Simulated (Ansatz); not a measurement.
LaCoSi₃ in space group I4mm (No. 107; La on 2a, Co on 2a, Si on 2a, Si on 4b), the program Ansatz at the PBE level (PAW), all energies at zero smearing, with the estimated change up to a 700 eV cutoff added, with one set of potentials and settings (totals compare only within such a set). Cell of 5 atoms (1 La, 1 Co, 3 Si): -13287.294 eV.

```
element                                reference phase  E (eV/atom)
-------  ---------------------------------------------  -----------
La                       P6_3/mmc, 4 atoms in the cell   -6250.3045
Co       P6_3/mmc, 2 atoms in the cell, spin-polarised   -5126.1613
Si                          Fd-3m, 2 atoms in the cell    -635.8114
```

Formation energy per atom, worked out: (-13287.294 − 1×(-6250.3045) − 1×(-5126.1613) − 3×(-635.8114))/5 = -0.679 eV/atom (-66 kJ per mol of atoms), at 0 K, without zero-point energy or fitted corrections.

The first step of the workflow began from a Materials Project structure, measured or hypothetical; the Crystallography Open Database copy checked does not list it. Whether it is the stable phase at ambient conditions was not checked. Symmetry was held in the PBE relaxation; its stability against distortions is not shown here. The run is not spin-polarised. The references are the lowest solids computed at this level, not always the standard phases. Scalar-relativistic: spin–orbit coupling is off unless named, which matters more the heavier the elements.

Potentials: the earlier of the program's two PAW sets.
